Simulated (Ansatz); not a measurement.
AlNi:
```
AlNi
1.0
    0.00000     2.92338     2.92338
    2.92338     0.00000     2.92338
    2.92338     2.92338     0.00000
Al Ni
2 2
Direct
  0.25000   0.25000   0.25000
  0.00000   0.00000   0.00000
  0.50000   0.50000   0.50000
  0.75000   0.75000   0.75000
```

Relaxed with PBE. Special points in fractions of this cell's reciprocal vectors: Γ (0.000, 0.000, 0.000); X (0.500, 0.000, 0.500); U (0.625, 0.250, 0.625); K (0.375, 0.375, 0.750); L (0.500, 0.500, 0.500); W (0.500, 0.250, 0.750).

**Question.** List the band energies nearest the Fermi level at these points for the program Ansatz at the PBE level (PAW).

**Answer.** In eV from the Fermi level; about four levels below and three above (degenerate sets whole), none deeper than 8.9 eV; points with the same levels are listed once.

```csv
k,below,above
Γ,-2.50 -2.50 -2.50 -0.84 -0.84,2.12 2.12 2.12
X,-1.11 -1.11 -0.89 -0.89,1.65 1.65 8.76 8.76
U,-0.99 -0.98 -0.89 -0.82,1.70 3.97 6.55
L,-1.57 -1.57 -1.16 -1.14 -1.14,1.52 1.52 1.93
W,-1.11 -1.11 -0.94 -0.94,4.29 4.29 4.37 4.37
```

Space group Fd-3m. A made-up cell: these elements were put on the sites of a structure type; neither database checked (COD, Materials Project) lists it. It is not the phase usual at ambient conditions (space group No. 221). The cell was relaxed with PBE under the symmetry of its start; its stability against distortions is not shown here. The workflow began spin-polarised and lost its moments.

Potentials: the later of the program's two PAW sets.
